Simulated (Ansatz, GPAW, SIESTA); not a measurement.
## Sn3Te: 3 runs at one level of theory

```
Te Sn
1.0
     4.86562    0.00000    0.00000
     0.00000    4.86562    0.00000
     0.00000    0.00000    4.86562
Te Sn
1 3
Direct
  0.00000 0.00000 0.00000
  0.00000 0.50000 0.50000
  0.50000 0.00000 0.50000
  0.50000 0.50000 0.00000
```

The cell comes from a database or a generator and needn't be the stable form of this composition.

Alike in all runs: task band structure; functional LDA; k mesh 6 × 6 × 6; occupations fermi-dirac, width 0.05 eV; no spin polarisation; no spin-orbit coupling. LDA stands for any of its common fits. Pressure is positive in compression and, in plane waves, holds the error of the finite cutoff.

```csv
program and potentials,plane-wave cutoff (eV),notes,pressure (GPa)
"GPAW, the program's PAW data sets (release 1.2.1) made for this functional",600,12 valence electrons an atom on average,-3.70
"SIESTA, files PseudoDojo sr-lda-0.4.1-standard, DZP (energy shift 0.003 Ry; two zetas on semicore shells)",-,atomic basis; 14.5 valence electrons an atom on average,-2.54
"Ansatz, all-electron LAPW, scalar-relativistic",-,-,-3.47
```

The pressure spans -3.70 (GPAW, the program's PAW data sets (release 1.2.1) made for this functional) to -2.54 GPa (SIESTA, files PseudoDojo sr-lda-0.4.1-standard, DZP (energy shift 0.003 Ry; two zetas on semicore shells)), with all-electron results at -3.47. Rows in atomic bases carry the error of their basis and grid, which can be large.

Differences between rows come from potentials, basis sets and numerical settings, since the functional is the same but for its coding. Runs on potential files found faulty are left out.
